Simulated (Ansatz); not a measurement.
The calculation used DFT PBE, scalar-relativistic, plane waves, PAW (Ansatz). Settings of the last relaxation (6-atom cell): 420 eV, 6×6×10 k points, Gaussian smearing of 0.10 eV, no spin polarisation.

The zero of energy is the elements' standard structures at the same level (O₂ as a molecule); no fitted shifts are applied.

Problem. Find a candidate tetragonal metal made of La and O, with a formation energy near −1.49 eV/atom and about 28 Å³ per atom, in a cell of 6 atoms. Its symmetry should be P4/mbm (No. 127).

Solution. La2O, space group P4/mbm (No. 127). La is surrounded by 2 O at 2.45 Å, 5 La at 3.47–3.50 Å and 2 La at 3.73 Å; around O lie 4 La at 2.45 Å.

```
La O
1.0
     6.70744    0.00000    0.00000
     0.00000    6.70744    0.00000
     0.00000    0.00000    3.73284
La O
4 2
Direct
  0.81544 0.31544 0.50000
  0.18456 0.68456 0.50000
  0.68456 0.81544 0.50000
  0.31544 0.18456 0.50000
  0.00000 0.00000 0.50000
  0.50000 0.50000 0.50000
```

The volume per atom is 27.99 Å³, the density is 5.81 g/cm³ and the energy over the elements is −1.49 eV/atom. The gap on the 6×6×10 mesh of the 6-atom cell is 0 eV (a metal).

The structure comes from a generated guess, relaxed at this level; another structure or a mixture of phases may lie lower. Other answers may fit too; this one was computed.

A structure relaxed within its symmetry needn't be a true minimum.
